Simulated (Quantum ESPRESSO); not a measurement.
Mo3Ti2Sc2Ta, one composition in several site orders

Computed values, not a measurement. The program is pw.x of Quantum ESPRESSO 7.5 (plane-wave density functional theory). The cell is made up: eight metal atoms on a face-centred cubic lattice, with elements, volume, strain and displacements drawn at random and not relaxed, so it may be unstable or far from any real phase. PseudoDojo standard norm-conserving files set the functional (PBE unless stated); there is no spin polarisation or spin-orbit coupling, the Fermi-Dirac width of 0.25 eV means electrons at about 2900 K, and the masses in the input are unused placeholders. Heavy elements are run without spin-orbit coupling, which real alloys of them have. A spin test at this wide smearing found no moment, but such smearing suppresses magnetism that the real alloy may have.

The runs put one composition on the sites in different orders. Cell, positions, cutoff, mesh and smearing stay as in the input of run 1; sites are counted in its order. Stress in the tables is positive in tension.

Input of run 1:

```
&control calculation='scf', pseudo_dir='./dojo.nc.sr.pbe.v0_5.standard.upf', outdir='./o', disk_io='minimal', tprnfor=.true., tstress=.true. /
&system ibrav=0, nat=8, ntyp=4, nbnd=69, ecutwfc=84.00895049, nosym=.true., tot_charge=0,
 occupations='smearing', smearing='fd', degauss=0.0183746611
/
&electrons conv_thr=1.470e-08, electron_maxstep=70, mixing_beta=0.5 /
ATOMIC_SPECIES
Mo 1.0 Mo.upf
Sc 1.0 Sc.upf
Ta 1.0 Ta.upf
Ti 1.0 Ti.upf
CELL_PARAMETERS angstrom
-4.3539 0.0074 0.0117
-2.1637 -4.4022 -2.2061
-2.1871 -4.3593 6.5557
ATOMIC_POSITIONS angstrom
Mo 0.0157 0.0552 -0.029
Mo -2.2114 -4.279 2.1187
Ti -2.1628 -2.1544 -0.0447
Sc -4.2912 -6.5824 2.2237
Sc -4.3274 -4.3853 4.4064
Ti -4.4134 -4.4818 -0.0255
Ta -4.3421 -2.2526 2.2631
Mo -6.5687 -6.5434 4.3528
K_POINTS automatic
6 5 3 1 1 1
```

| run | elements on sites 1 to 8 | free energy less that of run 1 (eV) | -TS (eV) | pressure (GPa) | stress xx (GPa) | stress yy (GPa) | stress zz (GPa) | stress yz (GPa) | stress xz (GPa) | stress xy (GPa) | iterations |
| --- | --- | --- | --- | --- | --- | --- | --- | --- | --- | --- | --- |
| 1 | Mo Mo Ti Sc Sc Ti Ta Mo | 0.000 | -2.712 | -14.56 | 15.15 | 15.91 | 12.63 | 1.09 | -0.03 | 0.10 | 21 |
| 2 | Sc Ta Sc Ti Ti Mo Mo Mo | -0.059 | -2.737 | -14.75 | 15.77 | 15.13 | 13.34 | 0.54 | -0.16 | 0.09 | 25 |
| 3 | Sc Ti Ta Ti Mo Sc Mo Mo | -0.035 | -2.721 | -14.54 | 14.81 | 13.76 | 15.05 | -0.42 | -0.39 | -0.39 | 23 |
| 4 | Ta Ti Ti Mo Sc Mo Mo Sc | 0.243 | -2.720 | -14.48 | 13.67 | 14.56 | 15.22 | -0.20 | -0.13 | 0.42 | 23 |
| 5 | Ta Ti Mo Mo Ti Mo Sc Sc | -0.056 | -2.691 | -14.57 | 12.60 | 15.35 | 15.76 | -0.13 | 0.01 | -0.05 | 35 |
| 6 | Mo Mo Sc Ti Ta Mo Sc Ti | -0.033 | -2.672 | -14.60 | 15.82 | 12.54 | 15.43 | 0.86 | 0.09 | 0.15 | 23 |

Forces Fx Fy Fz (eV/Å):

```
site             run 1             run 2              run 3              run 4              run 5             run 6
   1   0.04 -0.23 0.87  -0.11 -0.07 0.47  -0.20 -0.20 -0.17   -0.04 -0.14 1.07   -0.07 -0.28 0.59   0.05 0.15 -0.28
   2   0.19 0.27 -0.45   0.10 -0.31 0.14     0.11 0.06 0.63    0.04 0.16 -0.50   0.14 -0.39 -0.38   0.12 -0.93 0.39
   3  -0.09 -0.44 0.12  -0.10 -0.52 0.33  -0.10 -0.14 -0.41   -0.02 -0.35 0.98    -0.06 0.18 0.18  -0.15 -0.34 0.08
   4   -0.29 0.29 0.03  -0.07 0.58 -0.31    -0.06 0.02 0.03  -0.21 -0.19 -0.65  -0.29 -0.17 -0.06   -0.25 0.12 0.18
   5  -0.08 -0.24 0.19  -0.10 0.24 -0.97  -0.07 -0.12 -0.34   -0.17 0.53 -0.61    -0.12 0.02 0.20    0.00 0.22 0.00
   6   0.12 0.47 -0.28   0.09 -0.04 0.81     0.38 0.27 0.29   -0.03 -0.35 0.05    0.14 0.03 -0.24    0.07 0.49 0.13
   7  -0.07 0.10 -1.12   0.06 -0.09 0.18   -0.14 -0.46 0.14    0.04 0.59 -0.36   -0.12 0.61 -0.41  -0.08 0.38 -0.21
   8   0.18 -0.23 0.64   0.13 0.22 -0.65    0.07 0.58 -0.18    0.39 -0.26 0.02    0.37 -0.01 0.12  0.24 -0.09 -0.27
```

The sites are displaced and not relaxed, so the energy differences mix bonding between neighbours with strain and are not ordering energies. A rerun of one cell of this series at a higher cutoff and on a denser mesh moved values by no more than 0.002 eV in energy, 0.02 GPa in stress and 0.003 eV/Å in force, and a second program with other atomic files agreed on that cell to 2 % rms in force and 0.5 GPa in pressure.